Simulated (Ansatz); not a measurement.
The start is a generated cell, SiO2 placed in the brookite structure type. The cell and all atomic positions are relaxed at zero pressure with r2SCAN (plane waves to 500 eV, PAW, scalar-relativistic; Ansatz, an electronic-structure program). The first steps use a coarse 4×3×4 k-mesh.

The start:
```
CELL_PARAMETERS angstrom
      4.84469     0.00000     0.00000
      0.00000     8.65029     0.00000
      0.00000     0.00000     5.13794
ATOMIC_POSITIONS crystal
  Si 0.13720 0.12890 0.90280
  Si 0.63720 0.37110 0.09720
  Si 0.36280 0.87110 0.40280
  Si 0.86280 0.62890 0.59720
  Si 0.86280 0.87110 0.09720
  Si 0.36280 0.62890 0.90280
  Si 0.63720 0.12890 0.59720
  Si 0.13720 0.37110 0.40280
  O  0.81650 0.00950 0.85090
  O  0.31650 0.49050 0.14910
  O  0.68350 0.99050 0.35090
  O  0.18350 0.50950 0.64910
  O  0.18350 0.99050 0.14910
  O  0.68350 0.50950 0.85090
  O  0.31650 0.00950 0.64910
  O  0.81650 0.49050 0.35090
  O  0.46340 0.23140 0.88900
  O  0.96340 0.26860 0.11100
  O  0.03660 0.76860 0.38900
  O  0.53660 0.73140 0.61100
  O  0.53660 0.76860 0.11100
  O  0.03660 0.73140 0.88900
  O  0.96340 0.23140 0.61100
  O  0.46340 0.26860 0.38900
```

Initial pressure: -29.0 GPa (negative: the cell is under tension)
Largest initial force: 1.29 eV/Å, on O9, O10, O11, O12, O13, O14, O15, O16 (atoms numbered as listed)
Volume change: -10.4 %, from 8.97 to 8.03 Å³/atom
Shortest distances (start → end): The closest pairs of elements (up to four, under 3.6 Å), start → end: O–Si 1.76 → 1.75 Å; O–O 2.35 → 2.27 Å; Si–Si 2.78 → 2.67 Å
Band gap at the end: 6.87 eV, direct at Γ (no spin-orbit coupling)
Optimiser moves: 7

Final values are on a 6×4×6 k-mesh of the relaxed cell. No spin polarisation in the result.

The run could not lose the symmetry of its start: the end is stationary, and may be a saddle point rather than a minimum.

The relaxed structure here is a generated cell of SiO2: the first start was made by placing the elements on the sites of a structure type, and the end was not matched to a known phase here, so it may be hypothetical. Known forms of SiO2 include space group No. 92, 136, 152, 154.
